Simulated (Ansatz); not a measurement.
With PBE in the plane-wave PAW code Ansatz, CoNiN$_{2}$ in the trigonal phase (R-3m; Co on 3b, Ni on 3a, N on 6c) relaxes to a = 2.738 Å, c = 17.229 Å. Co has 6 nearest neighbours from 1.91 Å (octahedral); Ni has 2 nearest neighbours from 1.79 Å (linear). Its formation energy from the elements is 0.47 eV/atom, with no fitted shifts.

Electronic character: metallic (no gap). The magnetic state found is ferromagnetic. The net moment is 0.06 μB per atom.

The start of the workflow was typed in or built on a structure type; neither database checked (COD, Materials Project) lists it. Its standing as an ambient phase is unchecked. The cell was relaxed with PBE under the symmetry of its start; its stability against distortions is not shown here. Magnetic state: ferromagnetic, the only order run, not a proven ground state. Its formation energy is positive at this level, so the cell may be metastable or incomplete. No Hubbard U is applied. The references are the lowest solids computed at this level, not always the standard phases (solids in place of the gases).

Potentials: the later of the program's two PAW sets.
